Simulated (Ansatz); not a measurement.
YbSi2:
```yaml
crystal:
  lattice:
    - [-1.68060, 1.68060, 5.01794]
    - [1.68060, -1.68060, 5.01794]
    - [1.68060, 1.68060, -5.01794]
  atoms:
    - { symbol: Yb, position: [0.00000, 0.00000, 0.00000] }
    - { symbol: Si, position: [0.29612, 0.29612, 0.00000] }
    - { symbol: Si, position: [0.70388, 0.70388, 0.00000] }
```

Relaxed with PBE. Special points in fractions of this cell's reciprocal vectors: Γ (0.000, 0.000, 0.000); X (0.000, 0.000, 0.500); P (0.250, 0.250, 0.250); N (0.000, 0.500, 0.000); M (0.500, 0.500, -0.500); S (0.278, 0.722, -0.278); S0 (-0.278, 0.278, 0.278); R (-0.056, 0.056, 0.500); G (0.500, 0.500, -0.056).

### Question
List the band energies nearest the Fermi level at these points for DFT-PBE in the program Ansatz with PAW potentials.

### Answer
In eV from the Fermi level; about four levels below and three above (degenerate sets whole), none deeper than 8.9 eV; points with the same levels are listed once.

| k | below | above |
|---|---|---|
| Γ | -0.45 -0.45 -0.43 -0.43 -0.41 | 0.97 1.95 3.19 |
| X | -0.39 -0.38 -0.37 -0.31 | 1.07 1.36 3.79 |
| P | -0.44 -0.44 -0.37 -0.37 | 0.29 0.46 0.46 |
| N | -0.49 -0.48 -0.44 -0.38 -0.34 | 0.31 1.51 2.45 |
| M | -0.45 -0.45 -0.41 -0.27 | 0.00 0.00 0.40 |
| S | -0.47 -0.46 -0.36 -0.35 | 0.55 1.33 2.75 |
| R | -0.43 -0.39 -0.38 -0.18 | 0.99 1.26 4.05 |

Space group I4/mmm (MoSi2 or CaC2 type). A made-up cell: these elements were put on the sites of a structure type; neither database checked (COD, Materials Project) lists it. COD files the formula under space group No. 191. Its standing as an ambient phase is unchecked. The PBE relaxation kept the symmetry of its start; its stability against distortions is not shown here. The workflow began spin-polarised and lost its moments. The cell computed holds one magnetic atom, so no antiferromagnetic order was within reach. The 4f shell is in the valence. No Hubbard U is applied. Spin–orbit coupling is left out wherever it is not named.

Potentials: the later of the program's two PAW sets.
